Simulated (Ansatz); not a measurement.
A generator proposed this cell of TiCuC4N4.

```
Ti Cu C N
1.0
     5.90860    0.00000    0.00000
     0.00000    5.90860    0.00000
     0.00000    0.00000    5.90860
Ti Cu C N
1 1 4 4
Direct
  0.50000 0.50000 0.50000
  0.00000 0.00000 0.00000
  0.18732 0.18732 0.18732
  0.18732 0.81268 0.81268
  0.81268 0.18732 0.81268
  0.81268 0.81268 0.18732
  0.30164 0.30164 0.30164
  0.30164 0.69836 0.69836
  0.69836 0.30164 0.69836
  0.69836 0.69836 0.30164
```

Theory: Ansatz, DFT PBE, scalar-relativistic, plane waves, PAW. Cutoff 420 eV; k points 4×4×4 on the computed 10-atom cell (Γ-centred); Gaussian smearing, width 0.10 eV; collinear spin from starting moments 1.0 -1.0 0.0 0.0 0.0 0.0 0.0 0.0 0.0 0.0 μB.

Energies over the elements count from the elements' standard structures at the same level (N₂ as a molecule), with no fitted energy shifts.

Q: What does a single point on this coarse mesh give?

A: The pressure is 0.0 GPa (near zero), the largest force is 1.75 eV/Å, and the energy is +0.18 eV/atom against the elements. The shortest distance is 1.17 Å.

Q: How much does it gain on relaxing, and where does it end?

A: Relaxing gains under 0.1 eV/atom (the start's value is from the coarse mesh, so the gain is rough) in 7 ionic steps and ends at +0.17 eV/atom on the finer mesh. The symmetry stays P-43m (No. 215). The volume per atom shrinks by 2.2 %, from 20.6 to 20.2 Å³. The shortest distance goes from 1.17 Å (C–N) to 1.18 Å (C–N). Conventional cell: a = 5.866 Å. Ti has 4 N at 1.98 Å; Cu is surrounded by 4 C at 1.92 Å; C has 1 N at 1.18 Å and 1 Cu at 1.92 Å; N has 1 C at 1.18 Å and 1 Ti at 1.98 Å.

The last run used collinear spin, a 6×6×6 mesh for its 10-atom cell and Gaussian smearing of 0.10 eV. The reference form of C is held partly by dispersion forces, which this level lacks. Another magnetic order may lie lower. The relaxation can't lower the symmetry of the start. A structure relaxed within its symmetry needn't be a true minimum.
